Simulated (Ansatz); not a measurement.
Ansatz (a quantum-chemistry and plane-wave program) input:

Ansatz 0.2 input:
```yaml
crystal:
  lattice:
    - [3.7147848538, 0.0, 0.0]
    - [0.0, 3.7147848538, 0.0]
    - [0.0, 0.0, 5.2597094099]
  atoms:
    - { symbol: Mg, position: [0.5, 0.5, 0.5] }
    - { symbol: Cd, position: [0.0, 0.0, 0.0] }
    - { symbol: S, position: [0.0, 0.0, 0.5] }
    - { symbol: S, position: [0.5, 0.5, 0.0] }
kpoints:
  mp_grid: { grid: [11, 11, 8] }
hamiltonian:
  xc: lda
  pseudopotentials: { kind: paw }
scf:
  occupations: { method: fermi_dirac, width: 0.1 }
phonons:
  method: dfpt
  response_accuracy: low
  eigenvectors: true
  rigid_motions: translations
```

Output (shortened):

```
Pseudopotential: Mg, paw, valence charge 10
Pseudopotential: Cd, paw, valence charge 20
Pseudopotential: S, paw, valence charge 6
Functional definition: SPW92
Crystal: 4 atoms, lattice volume = 72.582 Å³
Basis set: ecut = 420 eV, 1449 PW (Γ), exchange–correlation on 50×50×72 points (8 copies of the dense FFT grid, shifted against one another)
Bands: 26, of which v1, the nominal top of the filled ones, is band 21 counted from 1 (20 counted from 0)
Symmetry: 16 space group operations
k-points: 180 of 968 (irreducible under 8 space group operations)
SCF iter   1: F=—  HF=-11762.605708 eV  |F-HF|=—  |Δ(HF+E_count)|=         —  Δρ=8.39e-3  dr2=3.68e-2  ethr=1.77e-3  ⟨swp⟩=5.3  Hψ=18907  notcnv=0
preconditioner: auto → Resta (q_TF=auto, 2.491 Å⁻¹)
SCF iter   2: F=—  HF=-11762.593635 eV  |F-HF|=—  |Δ(HF+E_count)|=   1.21e-2  Δρ=3.49e-3  dr2=7.10e-3  ethr=8.77e-5  ⟨swp⟩=2.9  Hψ=10181  notcnv=0
SCF iter   3: F=—  HF=-11762.591441 eV  |F-HF|=—  |Δ(HF+E_count)|=   2.19e-3  Δρ=1.02e-3  dr2=6.27e-4  ethr=1.69e-5  ⟨swp⟩=2.6  Hψ=7276  notcnv=0  defer=2
SCF iter   4: F=—  HF=-11762.591274 eV  |F-HF|=—  |Δ(HF+E_count)|=   1.68e-4  Δρ=1.98e-4  dr2=3.02e-5  ethr=1.49e-6  ⟨swp⟩=2.6  Hψ=6767  notcnv=0  defer=4
SCF iter   5: F=—  HF=-11762.591258 eV  |F-HF|=—  |Δ(HF+E_count)|=   1.62e-5  Δρ=4.78e-5  dr2=2.01e-6  ethr=7.19e-8  ⟨swp⟩=2.8  Hψ=8187  notcnv=0  defer=4
SCF iter   6: F=—  HF=-11762.591261 eV  |F-HF|=—  |Δ(HF+E_count)|=   2.76e-6  Δρ=9.25e-6  dr2=9.81e-8  ethr=4.77e-9  ⟨swp⟩=2.0  Hψ=7404  notcnv=0  defer=4
SCF iter   7: F=—  HF=-11762.591261 eV  |F-HF|=—  |Δ(HF+E_count)|=   3.26e-8  Δρ=2.49e-6  dr2=4.68e-9  ethr=2.34e-10  ⟨swp⟩=2.0  Hψ=8164  notcnv=0  defer=4
SCF iter   8: F=—  HF=-11762.591261 eV  |F-HF|=—  |Δ(HF+E_count)|=  7.93e-10  Δρ=4.50e-7  dr2=2.11e-10  ethr=1.11e-11  ⟨swp⟩=2.0  Hψ=6629  notcnv=0  defer=4
SCF iter  10: F=-11762.591261 eV  HF=-11762.591261 eV  |F-HF|=1.82e-12  |Δ(HF+E_count)|=  9.09e-12  Δρ=3.71e-8  dr2=9.81e-13  ethr=1.00e-12  ⟨swp⟩=7.4  Hψ=21519  notcnv=0
SCF 1 converged in 10 iterations: F = -11762.591261 eV  dr2 = 9.81e-13
DFPT response loops at Γ: preconditioner auto → Kerker (q_TF=auto, 2.491 Å⁻¹) (partly filled bands, converged f_vac=0.000) …
SCF converged after 10 iterations
Free energy (F): -11762.591261 eV
Harris-Foulkes:  -11762.591261 eV  (|F-HF|=1.82e-12)
Internal energy: -11762.587091 eV  (E = F + TS)
E sigma→0 (E₀):  -11762.589176 eV
Entropy (-TS):   -0.004169 eV (-1.042 meV/atom)
Fermi energy:    9.310641 eV
--- Per-component energies (eV) ---
  E_band       = -763.207062
  E_kinetic    = 800.015235
  E_local      = -5327.189455  (includes V_loc(G=0)·N_el)
  E_nonlocal   = 196.630278
  E_hartree    = 2293.913492
  E_xc         = -399.368833
  E_vxc        = -437.603459  (∫ρ·V_xc dr)
  E_paw        = -5357.407137  (= ΣΔE_a)
  E_vpaw       = -582.886646  (= ΣTr[D̂ρ^β])
  E_aug_tail   = 0.000009  (compensation charges beyond the density's cutoff)
  E_ewald      = -3970.404124
  E_core_change = 1.223443  (= ΣΔE_core)
  E_smearing   = -0.004169  (= −TS)
  E_closure    =  0.000000  (closes the sum)
  Σ components = -11762.591261   (vs F -11762.591261, Δ=0.00e0)
  [band-id]    e_kinetic+e_local+e_nonlocal+2·e_hartree+e_vxc+e_vpaw+e_augmentation_tail = -763.207053   (vs E_band -763.207062, Δ=8.75e-6)
--- Band table (eV; the first three rows and the last of 180) ---
  k-point 0: bands = ["-92.5576", "-65.7073", "-53.7150", "-53.7131", "-53.7131", "-33.1350", "-33.1332", "-33.1332", "-4.4118", "-3.0719", "0.9637", "1.1599", "1.2793", "1.2793", "1.8152", "4.0735", "6.5295", "6.5295", "8.1870", "8.1887", "8.1887", "9.5670", …
  k-point 1: bands = ["-92.5576", "-65.7073", "-53.7150", "-53.7131", "-53.7131", "-33.1350", "-33.1332", "-33.1332", "-4.3608", "-3.1080", "0.9641", "1.1600", "1.2746", "1.2746", "1.6147", "4.3137", "6.5854", "6.5854", "7.8487", "8.1257", "8.1257", "9.8609", …
  k-point 2: bands = ["-92.5576", "-65.7073", "-53.7150", "-53.7131", "-53.7131", "-33.1350", "-33.1332", "-33.1332", "-4.2169", "-3.2170", "0.9650", "1.1601", "1.2357", "1.2631", "1.2631", "4.8191", "6.7427", "6.7427", "7.2219", "7.9515", "7.9515", …
  k-point 179: bands = ["-92.5575", "-65.7071", "-53.7148", "-53.7147", "-53.7147", "-33.1358", "-33.1358", "-33.1346", "-3.2099", "-2.5989", "0.8640", "1.0685", "1.0744", "1.4627", "2.1107", "4.6835", "4.9329", "5.3136", "5.4997", "6.0727", "6.1827", …
--- Phonons (Γ-DFPT): 8 representative perturbations + reference, on 180 of 968 k-points (Σ response iterations 22) ---
  ASR residual: 1.099e-4 → 0.000e0 eV/Å²; symmetrization residual: 6.795e-5 eV/Å²
  ASR residual per site (eV/Å²): 6.74e-5 6.55e-5 1.10e-4 9.58e-5
  Γ frequencies (cm⁻¹): 0.00 0.00 0.00 78.47 78.47 115.11 195.35 195.35 196.16 234.88 234.88 282.01
  non-analytic LO–TO correction: not included (Born effective charges unavailable; polar crystals: no LO–TO splitting at Γ)
```

Cost: about 4 core-minutes (a rough figure) on shared cores.

Space group P4/mmm. The first step of the workflow began from a Materials Project structure, measured or hypothetical; the Crystallography Open Database copy checked does not list it. With Mg and Cd taken as one species the cell has the higher symmetry Fm-3m, so it may be an ordered model of a mixed-site phase. Its standing as an ambient phase is unchecked. Symmetry was held in the LDA relaxation; of distortions, only those at the zone centre were tested. As this level gives no gap, phonon frequencies hold no LO–TO term and depend on the k-mesh and smearing (Fermi–Dirac, 0.1 eV here). Scalar-relativistic: spin–orbit coupling is off unless named, which matters more the heavier the elements.

Potentials: the later of the program's two PAW sets.

Ansatz is a plane-wave DFT program.
